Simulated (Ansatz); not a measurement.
GePt: what a change does to the field gradients

Base: a COD entry, ions relaxed with PBE at fixed cell.

```
CELL_PARAMETERS angstrom
5.73200 0.00000 0.00000
0.00000 3.70100 0.00000
0.00000 0.00000 6.08800
ATOMIC_POSITIONS crystal
Ge 0.81677 0.75000 0.58789
Ge 0.18323 0.25000 0.41211
Ge 0.68323 0.25000 0.08789
Ge 0.31677 0.75000 0.91211
Pt 0.99807 0.75000 0.19023
Pt 0.00193 0.25000 0.80977
Pt 0.50193 0.25000 0.69023
Pt 0.49807 0.75000 0.30977
```

Atom numbers follow the list; atoms alike are taken as one site, whose name carries the number of the first.

Method: Kohn–Sham DFT in Ansatz, PBE, plane waves and PAW, scalar-relativistic, 420 eV cutoff, Γ-centred 8×13×8 k-points, Fermi–Dirac smearing 0.05 eV.

Gradients in 10²¹ V/m²:

```json
{"site": "Ge", "atoms": "1, 2, 3, 4", "V_zz base": "-6.65", "η base": "1.00", "V_zz variant": "-7.04", "η variant": "1.00"}
{"site": "Pt", "atoms": "5, 6, 7, 8", "V_zz base": "4.45", "η base": "0.28", "V_zz variant": "5.06", "η variant": "0.84"}
```

Problem. Which change was made?
A. volume scaled by 0.98, ions relaxed
B. z compressed by 1 %, ions relaxed
C. volume scaled by 1.06, ions relaxed
D. z stretched by 3 %, ions relaxed

Solution. D. The largest change of V_zz is on Pt, from 4.45 to 5.06. In per cent, |V_zz| changes by +6 on Ge, +14 on Pt (all sites that start above 2). On Pt V_xx and V_yy change places (or their axes turn by over 50°), so the two values of η hide a larger change.

With no gap above 0.1 eV, as in a metal, the gradients converge slowly in k; expect changes of a tenth or more on a denser mesh. Spin–orbit coupling is left out, which shifts gradients on Pt by a few per cent in wide-gap crystals, and can shift them far more where the calculated gap is small or absent, as here.
For the base: At this cell the PBE pressure is 7 GPa, so with PBE the cell would grow if it were relaxed.
